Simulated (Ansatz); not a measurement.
# MnO2: computed DOS

```
CELL_PARAMETERS angstrom
4.39600 0.00000 0.00000
0.00000 4.39600 0.00000
0.00000 0.00000 2.87100
ATOMIC_POSITIONS crystal
Mn 0.00000 0.00000 0.00000
Mn 0.50000 0.50000 0.50000
O 0.30200 0.30200 0.00000
O 0.19800 0.80200 0.50000
O 0.69800 0.69800 0.00000
O 0.80200 0.19800 0.50000
```

The geometry is COD entry 9009081, unchecked; take it as a test cell.

Semilocal functionals without U often leave such compounds metallic or with too small a gap, and the real magnetic order may differ.

Runs of this kind can end on a higher state of the open shell or of the magnetic order, so this needn't be the ground state of the method.

All numbers below come from DFT, PBE, all-electron LAPW, scalar-relativistic in Ansatz 0.2.0.

Settings: a Γ-centred 8×8×12 k mesh, Fermi–Dirac smearing of 0.05 eV, basis error target 1 meV/atom, spin-polarised from start moments Mn1 4, Mn2 4 μB, ending with a cell moment of 5.99 μB.

Question: Which of the resolved shells contributes most within 0.3 eV of the Fermi level?

Answer: Mn 3d, with 56 % of all states there; O 2p follows with 41 %.

Question: Where is the centre of the filled Mn 3d states between -14 eV and the top of the filled states?

Answer: -3.73 eV from the Fermi level.

Question: Tabulate the density of states.

Answer: States per eV and cell, averaged over 0.4 eV, from -8.2 to 5.2 eV, with energies (bin centres) from the Fermi level; empty bins are left out. The partial columns, the largest 3 alone, are projections on Löwdin-orthogonalised atomic shells (those that the program's projection atoms carry: the occupied ones and, for some elements, an empty d or f shell; other empty shells have no column), summed over atoms of an element and both spins. Weights on diffuse s and p shells depend on that basis and aren't pure angular character.
| E (eV) | spin-up | spin-down | O 2p | Mn 3d | O 2s |
| --- | --- | --- | --- | --- | --- |
| -8.1 | 0.05 | 0.00 | 0.03 | 0.01 | 0.00 |
| -7.7 | 0.61 | 0.01 | 0.37 | 0.20 | 0.01 |
| -7.3 | 1.34 | 0.21 | 0.98 | 0.48 | 0.02 |
| -6.9 | 2.63 | 0.90 | 2.35 | 1.00 | 0.03 |
| -6.5 | 3.08 | 2.29 | 3.66 | 1.48 | 0.03 |
| -6.1 | 2.35 | 2.62 | 3.27 | 1.58 | 0.02 |
| -5.7 | 1.75 | 2.71 | 2.97 | 1.36 | 0.03 |
| -5.3 | 1.76 | 2.13 | 2.55 | 1.23 | 0.04 |
| -4.9 | 2.08 | 1.68 | 2.55 | 1.06 | 0.06 |
| -4.5 | 2.81 | 1.77 | 3.20 | 1.22 | 0.06 |
| -4.1 | 3.16 | 2.85 | 4.23 | 1.61 | 0.06 |
| -3.7 | 2.49 | 2.21 | 3.15 | 1.45 | 0.03 |
| -3.3 | 1.94 | 1.69 | 2.44 | 1.12 | 0.02 |
| -2.9 | 2.28 | 1.66 | 2.25 | 1.62 | 0.02 |
| -2.5 | 1.88 | 2.06 | 2.30 | 1.59 | 0.02 |
| -2.1 | 2.99 | 1.68 | 2.17 | 2.40 | 0.03 |
| -1.7 | 3.64 | 1.92 | 3.81 | 1.65 | 0.04 |
| -1.3 | 2.83 | 1.08 | 2.75 | 1.10 | 0.02 |
| -0.9 | 1.22 | 0.40 | 1.15 | 0.45 | 0.01 |
| -0.5 | 3.33 | 0.13 | 1.97 | 1.44 | 0.01 |
| -0.1 | 0.80 | 0.00 | 0.45 | 0.34 | 0.00 |
| 0.3 | 0.53 | 1.11 | 0.14 | 1.41 | 0.07 |
| 0.7 | 0.99 | 3.92 | 0.61 | 4.12 | 0.11 |
| 1.1 | 1.09 | 4.49 | 0.85 | 4.58 | 0.10 |
| 1.5 | 1.39 | 1.49 | 0.81 | 1.93 | 0.09 |
| 1.9 | 1.16 | 3.07 | 1.19 | 2.86 | 0.12 |
| 2.3 | 2.11 | 2.38 | 1.54 | 2.76 | 0.12 |
| 2.7 | 1.27 | 1.68 | 1.01 | 1.79 | 0.12 |
| 3.1 | 1.38 | 1.45 | 1.11 | 1.61 | 0.08 |
| 3.5 | 0.07 | 2.18 | 0.79 | 1.37 | 0.06 |
| 3.9 | 0.00 | 1.55 | 0.58 | 0.92 | 0.03 |
| 4.3 | 0.00 | 1.42 | 0.57 | 0.82 | 0.01 |
| 4.7 | 0.00 | 0.22 | 0.09 | 0.13 | 0.00 |
| 5.1 | 0.00 | 0.02 | 0.01 | 0.01 | 0.00 |
